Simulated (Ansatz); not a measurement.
## Trial structures of SbS5: starts and ends

These are results of DFT PBE, scalar-relativistic, plane waves, PAW (Ansatz), not measurements. Settings: cutoff 420 eV, Γ-centred meshes spaced at most about 0.3 Å⁻¹, and about 0.25 Å⁻¹ or finer for metals (2π included), Gaussian smearing. No spin polarisation in the final relaxations.

Each guess was relaxed in cell and atoms at zero pressure, within the symmetry of its start. All energies are static (0 K, no zero-point motion). Coordination counts S atoms around Sb (those within 1.25 times the shortest such distance or 1.15 times the sum of covalent radii, 1.27 where that leaves under three; a plus sign parts nearer from farther groups; the shortest distance is added where it exceeds 1.18 times the sum of covalent radii).

| guess | made from | start group | V start (Å³/atom) | end group | V end (Å³/atom) | coordination at the end | gap on mesh (eV) | E over the lowest end (meV/atom) |
| --- | --- | --- | --- | --- | --- | --- | --- | --- |
| 1 | Mg5Sn type | R32 | 29.7 | R-3m | 24.6 | Sb 6+2 | 0 | 0 |
| 2 | SmCu5 type | P6/mmm | 24.7 | P6/mmm | 20.0 | Sb 18 from 3.7 Å | 0 | 496 |
| 3 | HfPd5 type | Cmmm | 24.6 | ? | ? | ? | ? | ? |
| 4 | ZrNi5 type | F-43m | 27.0 | F-43m | 18.1 | Sb 16 from 3.2 Å | 0 | 709 |
| 5 | random cell | F-43m | 29.5 | F-43m | 34.4 | Sb 4 | 0 | 870 |

Guess 3 as it starts:

```xyz
6
Lattice="2.3252 -6.8250 0.0000 2.3252 6.8250 0.0000 0.0000 0.0000 4.6437" Properties=species:S:1:pos:R:3 pbc="T T T"
Sb    0.0000    0.0000    0.0000
S     2.3252    2.2307    0.0000
S     2.3252   -2.2307    0.0000
S     2.3252    0.0000    2.3219
S     2.3252   -4.5614    2.3219
S     2.3252    4.5614    2.3219
```

Task: Predict the end of this guess and its energy over the lowest end.

Result: It ends in space group Cmmm (No. 65), with a = 4.732 Å, b = 12.081 Å, c = 4.034 Å, 19.2 Å³/atom and no gap. It lies 277 meV/atom over the lowest end, above guess 1 and below guess 2. Counting S atoms around Sb, this end has Sb 8+4 and the lowest (guess 1) has Sb 6+2. This end holds S–S chains (shortest 2.40 Å); the lowest (guess 1) holds S–S nets (shortest 2.36 Å).

```cif
data_structure
_symmetry_space_group_name_H-M 'Cmmm'
_symmetry_Int_Tables_number 65
_cell_length_a 4.7316
_cell_length_b 12.0813
_cell_length_c 4.0343
_cell_angle_alpha 90.000
_cell_angle_beta 90.000
_cell_angle_gamma 90.000
_cell_volume 230.62
loop_
_atom_site_label
_atom_site_type_symbol
_atom_site_symmetry_multiplicity
_atom_site_Wyckoff_symbol
_atom_site_fract_x
_atom_site_fract_y
_atom_site_fract_z
_atom_site_occupancy
Sb1 Sb 2 a 0.00000 0.00000 0.00000 1
S1 S 4 i 0.50000 0.13336 0.00000 1
S2 S 2 c 0.50000 0.00000 0.50000 1
S3 S 4 j 0.00000 0.23380 0.50000 1
```

The zero of energy is the elements' standard structures at the same level; no fitted shifts are applied.

Task: Is the lowest end bound against the elements?

Result: No: its formation energy is +0.25 eV/atom. The separate elements lie lower, so it is unstable against them.

These runs have no spin–orbit coupling, which can matter for Sb. In R-3m, Cmmm, P6/mmm, F-43m at 18.1 Å³/atom, F-43m at 34.4 Å³/atom an odd number of electrons in the primitive cell allows no gap without spin; a larger cell or a magnetic state could open one. A magnetic state wasn't ruled out in cells without spin, among them F-43m at 18.1 Å³/atom, F-43m at 34.4 Å³/atom. The reference form of S is held partly by dispersion forces, which this level lacks. Cells relaxed within their symmetry can be saddle points. A lower structure may well exist outside this small set. Some candidate types were left out of the draw beforehand, so a known form may be missing.
